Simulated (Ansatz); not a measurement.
## MnPb$_{3}$O$_{8}$: input and output of an SCF run

The cell (12 atoms) is MnPb$_{3}$O$_{8}$ as a cell of a measured crystal with one cation replaced (not relaxed). One Pb of COD entry 9007543 is replaced by Mn, with no charge compensation. Forces or pressure are large, so the cell is far from its computed equilibrium.

Computed with DFT, r2SCAN, PAW, plane waves, scalar-relativistic in Ansatz development build ahead of 0.2.0.

Input:

```yaml
crystal:
  lattice:
    - [4.9568, 0.0, 0.0]
    - [0.0, 4.9568, 0.0]
    - [0.0, 0.0, 6.7732]
  atoms:
    - { symbol: Pb, position: [0.0, 0.0, 0.0] }
    - { symbol: Mn, position: [0.0, 0.0, 0.5], spin: 0.45 }
    - { symbol: Pb, position: [0.5, 0.5, 0.25] }
    - { symbol: Pb, position: [0.5, 0.5, 0.75] }
    - { symbol: O, position: [0.309, 0.309, 0.0] }
    - { symbol: O, position: [0.309, 0.309, 0.5] }
    - { symbol: O, position: [0.191, 0.809, 0.25] }
    - { symbol: O, position: [0.191, 0.809, 0.75] }
    - { symbol: O, position: [0.691, 0.691, 0.0] }
    - { symbol: O, position: [0.691, 0.691, 0.5] }
    - { symbol: O, position: [0.809, 0.191, 0.25] }
    - { symbol: O, position: [0.809, 0.191, 0.75] }
magnetization:
  spin_polarized: true
hamiltonian:
  xc: r2scan
  pseudopotentials: { kind: paw }
basis:
  ecutwfc: 500
kpoints:
  mp_grid: { grid: [3, 3, 2] }
scf:
  occupations: { method: gaussian, width: 0.05 }
  lower_state_search: "off"
output:
  forces: true
  stress: true
```

Launched as:
```sh
ansatz run input.yaml --threads 4 --pin off --max-ram 9216MiB --backend cpu --events-out ev --progress --plain --runs-dir out
```

Output (shortened):

```
Pseudopotentials: kind: paw
Pseudopotential: Pb, paw, valence charge 14, recommended cutoff 500 eV (meta_gga), Pb.paw.azcp
Pseudopotential: Mn, paw, valence charge 15, recommended cutoff 500 eV (meta_gga), Mn.paw.azcp
Pseudopotential: O, paw, valence charge 6, recommended cutoff 500 eV (meta_gga), O.paw.azcp
Functional definition: r2SCAN
Crystal: 12 atoms, lattice volume = 166.417 Å³
Basis set: ecut = 500 eV, 4205 PW (Γ), exchange–correlation on 160×160×200 points (64 copies of the dense FFT grid, shifted against one another)
Bands: 65, of which v1, the nominal top of the filled ones, is band 53 counted from 1 (52 counted from 0)
Symmetry: 8 space group operations
Space group: Cmmm (ITA 65), of the structure as read, at distance tolerance 5.5e-5 Å
Magnetic group: BNS 65.481 (UNI 579), of the structure as read, at distance tolerance 5.5e-5 Å
k-points: 8 of 18
Non-local potential: Pb, projectors of the file, l = 0: 2, l = 1: 2, l = 2: 2, l = 3: 2
Non-local potential: Mn, projectors of the file, l = 0: 3, l = 1: 2, l = 2: 3, l = 3: 1
Non-local potential: O, projectors of the file, l = 0: 2, l = 1: 2, l = 2: 1
PAW frozen core: Pb, regenerated for the run's functional (the file was generated under x = pbe(κ = 0.804, μ = 0.2195149727645171), c = pbe(β = 0.06672455060314922))
PAW frozen core: Mn, regenerated for the run's functional (the file was generated under x = pbe(κ = 0.804, μ = 0.2195149727645171), c = pbe(β = 0.06672455060314922))
PAW frozen core: O, regenerated for the run's functional (the file was generated under x = pbe(κ = 0.804, μ = 0.2195149727645171), c = pbe(β = 0.06672455060314922))
Initial density: superposition of atomic densities (chi_scale 0.1, normalization cell, long waves kept (reshape's long-wave potential 0.29 eV rms))
Starting moments: Σ|m| = 0.45 μB on 1 of 12 sites
Initial wavefunctions: pseudopotential atomic-orbital guess
Functional: x = r2scan, c = r2scan; τ floored in thin density (d = 2e-4 eV/Å³)
SCF iter   1: F=-43916.700361 eV  HF=-44222.558412 eV  |F-HF|=3.06e2  |Δ(HF+E_count)|=         —  Δρ=1.89e-1 (↑1.69e-1 ↓1.89e-1)  dr2=3.21e2  dr2_τ=6.69e-1  dr2_m=1.64e-1  M=0.097 μB ∫|m|=0.125 μB  β_m=0.30  ethr=3.10e-3  ⟨swp⟩=6.2  Hψ=4367  notcnv=0
preconditioner: auto → Kerker (q_TF=auto, 2.527 Å⁻¹)  [metal: Δε(μ)=0.004 eV  Ē_g=14.442 eV  σ=0.050 eV  W_gap=0.04  n_scr=36 (ndim 8)  ℏωp=28.3 eV  f_vac=0.003  D(μ)=24.95/eV (n_scr^D=378)]
spin=Collinear: Kerker preconditioning applied to the charge; magnetization (m = ρ↑ − ρ↓) channel mixes plain (no charge-response kernel on spin).
SCF iter   2: F=-44052.179675 eV  HF=-44216.948461 eV  |F-HF|=1.65e2  |Δ(HF+E_count)|=    5.61e0  Δρ=1.63e-1 (↑1.63e-1 ↓1.51e-1)  dr2=1.81e2  dr2_τ=1.69e0  dr2_m=6.67e-2  M=0.181 μB ∫|m|=0.213 μB  β_m=0.30  ethr=3.10e-3  ⟨swp⟩=4.8  Hψ=3359  notcnv=0  defer=60  κ⁻¹=1.0e0(r=1)
SCF iter   3: F=-44200.617381 eV  HF=-44204.945113 eV  |F-HF|=4.33e0  |Δ(HF+E_count)|=    1.20e1  Δρ=4.94e-2 (↑3.88e-2 ↓4.94e-2)  dr2=7.86e0  dr2_τ=3.69e-1  dr2_m=4.46e-1  M=0.874 μB ∫|m|=0.909 μB  β_m=1.00  ethr=3.10e-3  ⟨swp⟩=4.0  Hψ=2409  notcnv=0  defer=100  κ⁻¹=6.6e-3(r=2)
SCF iter   4: F=-44203.151996 eV  HF=-44204.342821 eV  |F-HF|=1.19e0  |Δ(HF+E_count)|=   6.02e-1  Δρ=4.26e-2 (↑3.55e-2 ↓4.26e-2)  dr2=4.36e0  dr2_τ=5.83e-2  dr2_m=1.10e0  M=1.869 μB ∫|m|=1.918 μB  β_m=1.00  ethr=3.10e-3  ⟨swp⟩=2.1  Hψ=1738  notcnv=0  defer=98  κ⁻¹=3.6e-4(r=3)
SCF iter   5: F=-44202.929938 eV  HF=-44204.169782 eV  |F-HF|=1.24e0  |Δ(HF+E_count)|=   1.73e-1  Δρ=3.42e-2 (↑3.42e-2 ↓1.97e-2)  dr2=3.31e0  dr2_τ=5.23e-2  dr2_m=7.01e-1  M=2.867 μB ∫|m|=2.926 μB  β_m=1.00  ethr=3.10e-3  ⟨swp⟩=3.1  Hψ=2230  notcnv=0  defer=98  κ⁻¹=8.7e-5(r=4)
SCF iter   6: F=-44205.779765 eV  HF=-44204.552472 eV  |F-HF|=1.23e0  |Δ(HF+E_count)|=   3.83e-1  Δρ=2.11e-2 (↑1.47e-2 ↓2.11e-2)  dr2=6.76e-1  dr2_τ=1.02e-2  dr2_m=3.12e-1  M=3.000 μB ∫|m|=3.160 μB  β_m=1.00  ethr=3.10e-3  ⟨swp⟩=2.1  Hψ=1134  notcnv=0  defer=98  κ⁻¹=7.0e-5(r=5)
SCF iter   7: F=-44206.064685 eV  HF=-44204.992680 eV  |F-HF|=1.07e0  |Δ(HF+E_count)|=   4.40e-1  Δρ=1.22e-2 (↑1.22e-2 ↓7.00e-3)  dr2=2.69e-1  dr2_τ=4.46e-3  dr2_m=4.32e-2  M=3.000 μB ∫|m|=3.271 μB  β_m=1.00  ethr=6.44e-4  ⟨swp⟩=3.0  Hψ=2067  notcnv=0  defer=98  κ⁻¹=2.2e-5(r=6)
SCF iter   8: F=-44206.294034 eV  HF=-44205.506184 eV  |F-HF|=7.88e-1  |Δ(HF+E_count)|=   5.14e-1  Δρ=7.64e-3 (↑5.19e-3 ↓7.64e-3)  dr2=1.10e-1  dr2_τ=1.83e-3  dr2_m=3.37e-2  M=3.000 μB ∫|m|=3.383 μB  β_m=1.20  ethr=2.56e-4  ⟨swp⟩=2.8  Hψ=1894  notcnv=0  defer=98
Mixer restart at iter 8: flushing history
spin-set hold released at iteration 8 (site moments contracting): the magnetisation degrees of freedom join the quasi-Newton model from the next iteration; the mixer history was flushed
SCF iter   9: F=-44206.374591 eV  HF=-44205.799881 eV  |F-HF|=5.75e-1  |Δ(HF+E_count)|=   2.94e-1  Δρ=4.79e-3 (↑4.79e-3 ↓3.73e-3)  dr2=5.35e-2  dr2_τ=5.59e-4  dr2_m=1.03e-2  M=3.000 μB ∫|m|=3.511 μB  β_m=1.20  ethr=1.05e-4  ⟨swp⟩=2.1  Hψ=1935  notcnv=0  defer=98  κ⁻¹=1.0e0(r=1)
[... 5 iterations left out ...]
SCF iter  15: F=-44206.531105 eV  HF=-44206.531237 eV  |F-HF|=1.31e-4  |Δ(HF+E_count)|=   2.41e-3  Δρ=6.49e-4 (↑2.99e-4 ↓6.49e-4)  dr2=1.28e-3  dr2_τ=1.13e-5  dr2_m=1.85e-4  M=3.036 μB ∫|m|=4.523 μB  β_m=1.20  ethr=2.73e-6  ⟨swp⟩=2.0  Hψ=1941  notcnv=0  defer=98  κ⁻¹=9.1e-4(r=7)
SCF iter  16: F=-44206.532079 eV  HF=-44206.530946 eV  |F-HF|=1.13e-3  |Δ(HF+E_count)|=   2.91e-4  Δρ=4.30e-4 (↑4.30e-4 ↓2.38e-4)  dr2=2.45e-4  dr2_τ=6.39e-6  dr2_m=1.05e-4  M=3.032 μB ∫|m|=4.524 μB  β_m=1.20  ethr=1.21e-6  ⟨swp⟩=1.5  Hψ=1327  notcnv=0  defer=98  κ⁻¹=5.9e-4(r=8)
SCF iter  17: F=-44206.532306 eV  HF=-44206.531468 eV  |F-HF|=8.37e-4  |Δ(HF+E_count)|=   5.22e-4  Δρ=2.75e-4 (↑2.75e-4 ↓1.54e-4)  dr2=1.73e-4  dr2_τ=2.80e-6  dr2_m=1.59e-5  M=3.030 μB ∫|m|=4.509 μB  β_m=1.20  ethr=2.34e-7  ⟨swp⟩=2.0  Hψ=1884  notcnv=0  defer=98  κ⁻¹=1.8e-4(r=8)
SCF iter  18: F=-44206.532556 eV  HF=-44206.532289 eV  |F-HF|=2.67e-4  |Δ(HF+E_count)|=   8.21e-4  Δρ=2.00e-4 (↑2.00e-4 ↓8.48e-5)  dr2=5.00e-5  dr2_τ=5.75e-7  dr2_m=1.67e-5  M=3.030 μB ∫|m|=4.489 μB  β_m=1.20  ethr=1.65e-7  ⟨swp⟩=2.0  Hψ=1900  notcnv=0  defer=98  κ⁻¹=6.1e-5(r=8)
SCF iter  19: F=-44206.532415 eV  HF=-44206.532325 eV  |F-HF|=8.93e-5  |Δ(HF+E_count)|=   3.61e-5  Δρ=7.65e-5 (↑7.65e-5 ↓4.71e-5)  dr2=8.16e-6  dr2_τ=1.56e-7  dr2_m=2.47e-6  M=3.030 μB ∫|m|=4.475 μB  β_m=1.20  ethr=4.76e-8  ⟨swp⟩=2.2  Hψ=1821  notcnv=0  defer=96  κ⁻¹=8.2e-5(r=8)
SCF iter  20: F=-44206.532433 eV  HF=-44206.532422 eV  |F-HF|=1.05e-5  |Δ(HF+E_count)|=   9.67e-5  Δρ=3.72e-5 (↑3.69e-5 ↓3.72e-5)  dr2=1.01e-5  dr2_τ=7.24e-8  dr2_m=1.18e-7  M=3.030 μB ∫|m|=4.467 μB  β_m=1.20  ethr=7.77e-9  ⟨swp⟩=2.9  Hψ=1919  notcnv=0  defer=96  κ⁻¹=3.9e-5(r=8)
SCF iter  21: F=-44206.532439 eV  HF=-44206.532432 eV  |F-HF|=6.47e-6  |Δ(HF+E_count)|=   1.02e-5  Δρ=1.92e-5 (↑1.35e-5 ↓1.92e-5)  dr2=1.47e-6  dr2_τ=2.03e-8  dr2_m=1.38e-7  M=3.030 μB ∫|m|=4.466 μB  β_m=1.20  ethr=7.77e-9  ⟨swp⟩=2.0  Hψ=1492  notcnv=0  defer=96  κ⁻¹=2.3e-5(r=8)
SCF iter  22: F=-44206.532441 eV  HF=-44206.532440 eV  |F-HF|=1.46e-6  |Δ(HF+E_count)|=   7.57e-6  Δρ=1.05e-5 (↑1.05e-5 ↓7.21e-6)  dr2=3.93e-7  dr2_τ=4.01e-9  dr2_m=3.44e-8  M=3.030 μB ∫|m|=4.464 μB  β_m=1.20  ethr=1.40e-9  ⟨swp⟩=2.2  Hψ=1813  notcnv=0  defer=96  κ⁻¹=1.9e-5(r=8)
SCF iter  23: F=-44206.532442 eV  HF=-44206.532442 eV  |F-HF|=3.13e-7  |Δ(HF+E_count)|=   1.66e-6  Δρ=6.54e-6 (↑6.54e-6 ↓5.49e-6)  dr2=1.18e-7  dr2_τ=1.47e-9  dr2_m=3.37e-9  M=3.030 μB ∫|m|=4.462 μB  β_m=1.20  ethr=3.74e-10  ⟨swp⟩=2.6  Hψ=1855  notcnv=0  defer=96  κ⁻¹=3.3e-5(r=8)
SCF iter  24: F=-44206.532442 eV  HF=-44206.532442 eV  |F-HF|=1.52e-7  |Δ(HF+E_count)|=   1.71e-7  Δρ=4.09e-6 (↑3.64e-6 ↓4.09e-6)  dr2=3.85e-8  dr2_τ=8.78e-10  dr2_m=7.72e-10  M=3.031 μB ∫|m|=4.462 μB  ethr=9.52e-11  ⟨swp⟩=5.1  Hψ=3869  notcnv=0
SCF 1 converged in 24 iterations: F = -44206.532442 eV  dr2 = 3.85e-8
  greatest PAW one-centre occupation: 1.001 electrons in one spin orbital (limit 2), on the Mn atom at site 1 (counted from 0), in its partial waves of l = 1
this state was not tested for a lower state beside it, because the mixer in use, unlike msr1, does not test its closes by its own steps (another_mixer; see scf.mixing.algorithm and scf.lower_state_search)
SCF converged after 24 iterations
Magnetization: 3.0306 μB (54.0153 up, 50.9847 down)
Absolute magnetization: 4.4700 μB (∫|ρ↑−ρ↓|, with the PAW one-centre terms)
Spin contamination: 0.3848 ħ² per cell (⟨S²⟩ above its minimum at these occupations)
Per-site moments (μB) at R_I (Å): [(0.0021, 0.8904), (3.2932, 0.8904), (0.0004, 0.8904), (0.0004, 0.8904), (-0.0189, 0.8904), (-0.0930, 0.8904), (-0.0969, 0.8904), (-0.0969, 0.8904), (-0.0189, 0.8904), (-0.0930, 0.8904), (-0.0969, 0.8904), (-0.0969, 0.8904)]
Free energy (F): -44206.532442 eV
Harris-Foulkes:  -44206.532442 eV  (|F-HF|=1.52e-7)
Internal energy: -44206.529545 eV  (E = F + TS)
E sigma→0 (E₀):  -44206.530993 eV
Entropy (-TS):   -0.002897 eV (-0.241 meV/atom)
Fermi energy:    6.995636 eV
--- Per-component energies (eV) ---
  E_band       = -619.411018
  E_kinetic    = 2560.158339
  E_local      = -8309.129499  (includes V_loc(G=0)·N_el)
  E_nonlocal   = 1696.311017
  E_hartree    = 3224.167894
  E_xc         = -1294.841674
  E_vxc        = -1405.664673  (∫ρ·V_xc dr)
  E_paw        = -33932.942183  (= ΣΔE_a)
  E_vpaw       = -1704.077923  (= ΣTr[D̂ρ^β])
  E_aug_tail   = 0.008320  (compensation charges beyond the density's cutoff)
  E_vtau       = 94.637858  (kinetic-family band-sum trace: ∫τ·v_τ [+ j·A + Jᵃ·Aᵃ] dr)
  E_ewald      = -8152.619697
  E_core_change = 2.357937  (= ΣΔE_core)
  E_smearing   = -0.002897  (= −TS)
  E_closure    = 0.000000  (closes the sum)
  Σ components = -44206.532442   (vs F -44206.532442, Δ=0.00e0)
--- Forces (eV/Å), atoms counted from 1 ---
  atom   1  Pb    -0.00000000    -0.00000000     0.00000000
  atom   2  Mn    -0.00000000    -0.00000000     0.00000000
  atom   3  Pb     0.00000000     0.00000000     0.35008005
  atom   4  Pb     0.00000000     0.00000000    -0.35008005
  atom   5  O     -0.09285012    -0.09285012     0.00000000
  atom   6  O     -1.54636712    -1.54636712     0.00000000
  atom   7  O     -0.84590287     0.84590287     1.61147352
  atom   8  O     -0.84590287     0.84590287    -1.61147352
  atom   9  O      0.09285012     0.09285012     0.00000000
  atom  10  O      1.54636712     1.54636712     0.00000000
  atom  11  O      0.84590287    -0.84590287     1.61147352
  atom  12  O      0.84590287    -0.84590287    -1.61147352
  max |Σ_I F_I| component: 4.44e-16 eV/Å
--- Stress (GPa, compression-positive) ---
       -6.964683      -0.991420       0.000000
       -0.991420      -6.964683       0.000000
        0.000000       0.000000     -10.256803
  P = ⅓ Tr σ = -8.0621 GPa (-80.621 kbar)
```

Among 9 converged runs of this cell from various starts and settings, this end is the lowest found.

A semilocal functional without U tends to delocalise d and f electrons, and can give a metal where the real compound is an insulator. With one magnetic atom in the cell its copies can only be parallel; orders in a larger cell may lie lower.

The run took 36 s on 4 threads of AMD EPYC 7R43 64-Core Processor (Zen 3), with other jobs on the host, peak memory 1.1 GiB.
